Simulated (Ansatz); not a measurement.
Relaxed-ion elastic tensor of GaNi (CsCl type, Pm-3m) in GPa (Voigt order), LDA (plane waves, PAW; program Ansatz); density 9.30 g/cm³, 11.46 Å³ per atom.

```
217  181  181  0.0  0.0  0.0
181  217  181  0.0  0.0  0.0
181  181  217  0.0  0.0  0.0
0.0  0.0  0.0  101  0.0  0.0
0.0  0.0  0.0  0.0  101  0.0
0.0  0.0  0.0  0.0  0.0  101
```

Problem. Is the crystal mechanically stable?

Solution. Yes: the smallest eigenvalue of C is 35.7 GPa.

Problem. Work out the Voigt, Reuss and Hill averages.

Solution. K_V = 193, K_R = 193, K_H = 193; G_V = 67.4, G_R = 35.2, G_H = 51.3 GPa.

Problem. Give Young's modulus, Poisson's ratio, Pugh's ratio and the universal anisotropy index.

Solution. E = 9KG/(3K + G) = 141 GPa; ν = 0.38; K/G = 3.76 (ductile by the Pugh limit of 1.75); A_U = 5G_V/G_R + K_V/K_R − 6 = 4.58.

Problem. Estimate the sound speeds and the Debye temperature.

Solution. v_l = √((K + 4G/3)/ρ) = 5300 m/s, v_t = √(G/ρ) = 2350 m/s, mean 2650 m/s; Θ = (h/k)(3n/4πV)^(1/3) v_m = 350 K.

Problem. Give the Zener ratio and Young's modulus along [100], [110] and [111].

Solution. A = 2C44/(C11 − C12) = 5.64; 1/E = S11 − 2(S11 − S12 − S44/2)Γ with Γ = 0, 1/4, 1/3 gives 51.9, 129, 257 GPa.

Problem. Solve the Christoffel equation for the three sound speeds along [100], [110], [111].

Solution. Eigenvalues of C_ijkl n_j n_l equal ρv². In km/s, slowest first: [100] 3.29, 3.29, 4.83; [110] 1.38, 3.29, 5.67; [111] 2.21, 2.21, 5.93.

The workflow started from a Materials Project entry (that database holds measured and hypothetical structures alike); the Crystallography Open Database files this formula in space group No. 221, but the cells were not matched. Its standing as an ambient phase is unchecked. Symmetry was held in the LDA relaxation; of distortions, only those at the zone centre were tested. No spin polarisation was allowed. As this level gives no gap, shear constants depend on the k-mesh and smearing (Fermi–Dirac, 0.1 eV here).

Potentials: the later of the program's two PAW sets.
